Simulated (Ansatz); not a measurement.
Na:
```
Na
1.0
    0.00000     2.55474     2.55474
    2.55474     0.00000     2.55474
    2.55474     2.55474     0.00000
Na
1
Cartesian
  0.00000   0.00000   0.00000
```

Relaxed with LDA. Special points in fractions of this cell's reciprocal vectors: Γ (0.000, 0.000, 0.000); X (0.500, 0.000, 0.500); U (0.625, 0.250, 0.625); K (0.375, 0.375, 0.750); L (0.500, 0.500, 0.500); W (0.500, 0.250, 0.750).

Q: List the band energies nearest the Fermi level at these points for LDA (plane waves, PAW; program Ansatz).

A: In eV from the Fermi level; about four levels below and three above (degenerate sets whole), none deeper than 8.9 eV; … stands for higher levels left out; points with the same levels are listed once.

```json
[
 {"k": "Γ", "below": "-3.50", "above": "…"},
 {"k": "X", "below": "–", "above": "1.90 2.47 6.60"},
 {"k": "U", "below": "–", "above": "2.54 2.57 3.59"},
 {"k": "L", "below": "–", "above": "0.60 1.04 …"},
 {"k": "W", "below": "–", "above": "3.17 3.17 3.28"}
]
```

Space group Fm-3m (fcc (Cu type)). This is a known high-pressure phase of the composition, computed here at zero pressure and temperature. The LDA relaxation kept the symmetry of its start; its stability against distortions is not shown here.

Potentials: the earlier of the program's two PAW sets. The files were generated under PBE; for other functionals the program regenerates the frozen cores, and for LDA and PBEsol the local potential too.
